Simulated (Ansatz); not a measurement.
Total density of states per atom from the program Ansatz at the LDA level (PAW), in 0.25 eV bins, energy from the valence-band maximum:

```
E (eV)  states/eV/atom
------  --------------
-7.85             0.00
-7.60             0.00
-7.35             0.00
-7.10             0.00
-6.85             0.00
-6.60             0.00
-6.35             0.00
-6.10             0.00
-5.85             3.31
-5.60             1.49
-5.35             0.00
-5.10             0.00
-4.85             0.00
-4.60             0.00
-4.35             0.00
-4.10             0.00
-3.85             0.00
-3.60             0.00
-3.35             0.00
-3.10             0.00
-2.85             0.00
-2.60             0.00
-2.35             0.45
-2.10             0.35
-1.85             1.27
-1.60             1.14
-1.35             1.52
-1.10             1.99
-0.85             1.90
-0.60             2.16
-0.35             2.57
-0.10             1.05
0.15              0.00
0.40              0.00
0.65              0.00
0.90              0.00
1.15              0.00
1.40              0.00
1.65              0.00
1.90              0.00
2.15              0.00
2.40              0.00
2.65              0.00
2.90              0.00
3.15              0.00
3.40              0.00
3.65              0.00
3.90              0.00
4.15              0.00
4.40              0.00
4.65              0.00
4.90              3.20
5.15              2.56
5.40              1.26
5.65              0.93
5.90              0.17
6.15              0.12
6.40              0.23
6.65              0.36
6.90              0.65
7.15              1.19
7.40              1.19
7.65              0.64
7.90              0.97
8.15              0.98
```

Pick the material that matches.
(A) NaNbCu2S4, Ama2 (Pearson symbol oS32)
(B) Cs2NaLaCl6, Fm-3m (Cs on 8c, Na on 4b, La on 4a, Cl on 24e)
(C) LaSe2, P2_1/c (La on 4e, Se on 4e, Se on 4e)
(D) LaCoN3, C2/m (Pearson symbol mS20)

B, Cs2NaLaCl6, Fm-3m (Cs on 8c, Na on 4b, La on 4a, Cl on 24e). Top 1 eV of the valence band: Cl 3p 95 %. Bottom 1 eV of the conduction band: La 4f 66 %, La 5d 23 %, Cl 3p 5 %. Projections are on Löwdin-orthogonalised atomic valence shells; empty p or d shells of many metals are not among them.

The first step of the workflow began from a Materials Project structure, measured or hypothetical; the Crystallography Open Database copy checked does not list it. Whether it is the stable phase at ambient conditions was not checked. The cell was relaxed with LDA under the symmetry of its start; phonons on a q-mesh show weakly imaginary modes. Scalar-relativistic: spin–orbit coupling is off unless named, which matters more the heavier the elements.

Potentials: the later of the program's two PAW sets.
